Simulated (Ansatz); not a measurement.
Simulated powder pattern, Mo Kα, λ = 0.71073 Å (kinematic, ideal powder, no thermal factors, no anomalous dispersion; the 30 strongest lines at most, above 1 %, up to 2θ = 45°):

```csv
2θ (°),d (Å),I/Imax (%)
20.68,1.980,100
29.41,1.400,16
36.22,1.143,30
42.07,0.990,8.5
```

The pattern belongs to a structure relaxed with the program Ansatz at the PBEsol level (PAW).

Which of these materials gives this?
A) FeCo, CsCl type
B) SnC, CsCl type
C) NiO, CsCl type
D) FeBiO3, R-3 (Bi on 6c, Fe on 3a, Fe on 3b, O on 18f)

A, FeCo, CsCl type

Give the lattice parameters.

a = 2.800 Å.

Space group Pm-3m (CsCl type). The cell was relaxed with PBEsol under the symmetry of its start. Magnetic state: ferromagnetic, chosen from 5 collinear starts compared on coarse meshes (ties went to the first, and starts can fall back to one state), not a proven ground state. Textbook magnetic order: ferromagnetic.

Potentials: the earlier of the program's two PAW sets. The files were generated under PBE; for other functionals the program regenerates the frozen cores, and for LDA and PBEsol the local potential too.
